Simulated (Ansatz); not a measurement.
Relaxed-ion elastic tensor of Li (bcc (W type), Im-3m) in GPa (Voigt order), r²SCAN in the plane-wave PAW code Ansatz; density 0.55 g/cm³, 21.00 Å³ per atom.

```json
[
 {"": "1", "1": "14.2", "2": "12.4", "3": "12.4", "4": "0.0", "5": "0.0", "6": "0.0"},
 {"": "2", "1": "12.4", "2": "14.2", "3": "12.4", "4": "0.0", "5": "0.0", "6": "0.0"},
 {"": "3", "1": "12.4", "2": "12.4", "3": "14.2", "4": "0.0", "5": "0.0", "6": "0.0"},
 {"": "4", "1": "0.0", "2": "0.0", "3": "0.0", "4": "10.8", "5": "0.0", "6": "0.0"},
 {"": "5", "1": "0.0", "2": "0.0", "3": "0.0", "4": "0.0", "5": "10.8", "6": "0.0"},
 {"": "6", "1": "0.0", "2": "0.0", "3": "0.0", "4": "0.0", "5": "0.0", "6": "10.8"}
]
```

Q: Is the crystal mechanically stable?

A: Yes: the smallest eigenvalue of C is 1.8 GPa.

Q: Work out the Voigt and Reuss bounds. Is their mean of use?

A: K_V = 13.0, K_R = 13.0; G_V = 6.9, G_R = 2.0 GPa. The bounds lie so far apart that a Hill average or a Debye temperature from it would say little.

The r²SCAN relaxation kept the symmetry of its start. As this level gives no gap, shear constants depend on the k-mesh and smearing (Fermi–Dirac, 0.1 eV here).

Potentials: the earlier of the program's two PAW sets. The files were generated under PBE; for other functionals the program regenerates the frozen cores, and for LDA and PBEsol the local potential too.
